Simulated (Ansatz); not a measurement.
Here is the system:

Zr₂N:
```
CELL_PARAMETERS angstrom
      5.41433     0.00000     0.00000
      0.00000     5.41433     0.00000
      0.00000     0.00000     3.30348
ATOMIC_POSITIONS crystal
  Zr 0.29654 0.29654 0.00000
  Zr 0.70346 0.70346 0.00000
  Zr 0.20346 0.79654 0.50000
  Zr 0.79654 0.20346 0.50000
  N  0.00000 0.00000 0.00000
  N  0.50000 0.50000 0.50000
```

This is the r²SCAN-relaxed structure.

Question: All from DFT-r²SCAN in the program Ansatz with PAW potentials, unless another level is named. Give the electronic character.

Answer: metallic (no gap).

Question: Predict the formation energy from the elements (no fitted shifts).

Answer: -1.38 eV/atom.

Question: What about the density of states at the Fermi level?

Answer: 0.46 states/eV per atom (mean over ±0.08 eV).

Space group P4_2/mnm (anti-rutile). The workflow started from a Materials Project entry (that database holds measured and hypothetical structures alike); the Crystallography Open Database copy checked does not list it. Whether it is the stable phase at ambient conditions was not checked. Symmetry was held in the r²SCAN relaxation; whether a distortion lowers the energy is not shown. The run is not spin-polarised. The references are the lowest solids computed at this level, not always the standard phases (solids in place of the gases). Scalar-relativistic: spin–orbit coupling is off unless named, which matters more the heavier the elements.

Potentials: the earlier of the program's two PAW sets.
